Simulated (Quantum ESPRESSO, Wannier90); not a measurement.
# Tight-binding from DFT: TaSi2 (P6₂22)

```xyz
9
Lattice="4.7686 0.0000 0.0000 -2.3843 4.1298 0.0000 0.0000 0.0000 6.5214" Properties=species:S:1:pos:R:3 pbc="T T T"
Ta    -1.1922     2.0649     1.0869
Ta     2.3843     0.0000     3.2607
Ta     1.1922     2.0649    -1.0869
Si     0.0000    -1.3101     3.2607
Si     1.1346    -0.6550    -1.0869
Si     1.1346     0.6550     1.0869
Si     0.0000     1.3101     3.2607
Si    -1.1346     0.6550    -1.0869
Si    -1.1346    -0.6550     1.0869
```

Cell from Materials Project (mp-517), symmetrised, no further relaxation. COD (Crystallography Open Database) has the formula in 2 space groups, this one among them (matched by group alone). Computed values, not measurements, from PBEsol: Quantum ESPRESSO (norm-conserving PseudoDojo potentials, cutoff 47 Ry, no spin polarisation, no spin-orbit coupling) on a Γ-centred 4×4×4 mesh, then Wannier90. Density: 12×12×6 mesh, cold smearing 0.01 Ry. Spin-orbit coupling is left out although heavy elements are present.

A tight-binding model is made by disentanglement and projection with no localisation steps (num_iter = 0), so the 51 orbitals stay atom-like: hydrogen-like Ta: s;p;d; Si: s;p, axes along x, y, z; frozen window up to 1.50 eV relative to the Fermi level. It follows pw.x to 25 meV rms for states up to 1.0 eV relative to the Fermi level. Matrix elements depend on this choice of orbitals and windows.

The 20 largest hoppings ⟨m,0|H|n,R⟩ between different sites (one of each Hermitian pair; signs follow the real orbitals' lobes; the list may end inside a set of equal values):

```json
[
 {"m": "Si7 py", "n": "Si4 py", "R": "0 0 0", "distance of the centres (Å)": "2.41", "t (eV)": "3.092"},
 {"m": "Si8 py", "n": "Si5 py", "R": "0 1 0", "distance of the centres (Å)": "2.42", "t (eV)": "2.685"},
 {"m": "Si6 py", "n": "Si9 py", "R": "1 1 0", "distance of the centres (Å)": "2.42", "t (eV)": "2.685"},
 {"m": "Si6 pz", "n": "Si5 pz", "R": "0 0 0", "distance of the centres (Å)": "2.42", "t (eV)": "2.422"},
 {"m": "Si9 pz", "n": "Si8 pz", "R": "0 0 0", "distance of the centres (Å)": "2.42", "t (eV)": "2.422"},
 {"m": "Si7 pz", "n": "Si6 pz", "R": "0 0 0", "distance of the centres (Å)": "2.42", "t (eV)": "2.421"},
 {"m": "Si9 pz", "n": "Si4 pz", "R": "0 0 0", "distance of the centres (Å)": "2.42", "t (eV)": "2.421"},
 {"m": "Si4 pz", "n": "Si5 pz", "R": "0 0 1", "distance of the centres (Å)": "2.42", "t (eV)": "2.421"},
 {"m": "Si7 pz", "n": "Si8 pz", "R": "0 0 1", "distance of the centres (Å)": "2.42", "t (eV)": "2.421"},
 {"m": "Si9 px", "n": "Si6 px", "R": "0 0 0", "distance of the centres (Å)": "2.59", "t (eV)": "2.228"},
 {"m": "Si8 px", "n": "Si5 px", "R": "0 0 0", "distance of the centres (Å)": "2.59", "t (eV)": "2.228"},
 {"m": "Si5 px", "n": "Si8 px", "R": "1 0 0", "distance of the centres (Å)": "2.59", "t (eV)": "2.032"},
 {"m": "Si6 px", "n": "Si9 px", "R": "1 0 0", "distance of the centres (Å)": "2.59", "t (eV)": "2.032"},
 {"m": "Si7 py", "n": "Ta2 py", "R": "0 1 0", "distance of the centres (Å)": "2.92", "t (eV)": "1.991"},
 {"m": "Ta2 py", "n": "Si4 py", "R": "1 1 0", "distance of the centres (Å)": "2.92", "t (eV)": "1.991"},
 {"m": "Si7 px", "n": "Si4 px", "R": "1 1 0", "distance of the centres (Å)": "2.63", "t (eV)": "1.892"},
 {"m": "Si7 px", "n": "Si4 px", "R": "0 1 0", "distance of the centres (Å)": "2.63", "t (eV)": "1.892"},
 {"m": "Si7 s", "n": "Si6 pz", "R": "0 0 0", "distance of the centres (Å)": "2.49", "t (eV)": "-1.872"},
 {"m": "Si9 pz", "n": "Si4 s", "R": "0 0 0", "distance of the centres (Å)": "2.49", "t (eV)": "-1.872"},
 {"m": "Si4 pz", "n": "Si5 s", "R": "0 0 1", "distance of the centres (Å)": "2.48", "t (eV)": "-1.872"}
]
```
